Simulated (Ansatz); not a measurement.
## C (bcc): energy against volume

Computed with DFT, r2SCAN, plane waves (500 eV) with PAW, scalar-relativistic in Ansatz 0.2.0. (PAW data from PBE, frozen cores regenerated.)

The cell is scaled uniformly from the relaxed one, with fractional coordinates and shape fixed. Energies are extrapolated to zero smearing, pressures are those at the given smearing. Magnetic state: spin not included.

A Birch-Murnaghan fit gives V₀ = 6.78 Å³/atom, B₀ = 180 GPa, B₀′ = 4.6.

What are the energy above the minimum and the pressure at 7.081 Å³/atom?

6.8 meV/atom and -6.78 GPa as computed.

What are the energy above the minimum and the pressure at 7.354 Å³/atom?

23.1 meV/atom and -11.78 GPa as computed.

What are the energy above the minimum and the pressure at 7.626 Å³/atom?

47.1 meV/atom and -15.92 GPa as computed.
